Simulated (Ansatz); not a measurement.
Ta2Se (space group P4/nmm)

```
Ta2Se
1.0
    3.36664     0.00000     0.00000
    0.00000     3.36664     0.00000
    0.00000     0.00000    10.00063
Ta Se
4 2
Direct
  0.50000   0.00000   0.76098
  0.00000   0.50000   0.23902
  0.00000   0.50000   0.92382
  0.50000   0.00000   0.07618
  0.00000   0.50000   0.64000
  0.50000   0.00000   0.36000
```

The slice is a (010) plane (indices of the conventional cell) through the point (0.000, 0.500, 0.239) (fractional), spanned by u = [100] and v = [001] in vectors of this cell: u (3.37 Å) and v (10.00 Å, at 90° to u). It covers one period; positions are fractions (u, v).

These are r2SCAN+rVV10 (plane waves to 500 eV, PAW, scalar-relativistic; Ansatz, an electronic-structure program) values and carry that method's errors. k mesh 14×14×5. Near the nuclei the fields are pseudised (PAW); where an atom keeps semicore shells as valence, they peak there. At this level the bands of Ta2Se touch or barely overlap. Spin-orbit coupling is left out, though Ta is heavy. Ta2Se is run without spin polarisation. Ta2Se was relaxed with its symmetry unable to fall.

Question: Sketch the electrostatic potential energy of an electron, from the cell's mean on this plane as a map.

Answer: 
```
|xxxxxx337733xxxx|
|xxxx0066886600xx|
|2244778888887744|
|6677888888888877|
|0000447788774400|
|xxxx0055885500xx|
|xxxxxx228822xxxx|
|xxxxxx228822xxxx|
|xxxx0055885500xx|
|0000227788772200|
|2233666666666633|
|xx00446655664400|
|xxxx0055665500xx|
|xxxxxx447744xxxx|
|xxxxxx558855xxxx|
|xxxx0077997700xx|
|0033779999997733|
|8888999999999988|
|9999999999999999|
|6677888888888877|
|0011447777774411|
|xxxx0044664400xx|
|xxxxxx115511xxxx|
|xxxxxx006600xxxx|
```
Scale: ten equal steps from 3.00 (start of '0') to 11.41 (end of '9'), in the order '0123456789'. Values: electrostatic potential energy of an electron, from the cell's mean, in eV. The map has 8 points along u (two characters each, u = 0 at the left) and 24 along v (v = 0 in the bottom row). Points within 1 Å of a nucleus are blanked (x), as the pseudised field means little there. Values under 3 eV are set to 3. The zero, the cell's mean, hangs on the PAW cores.
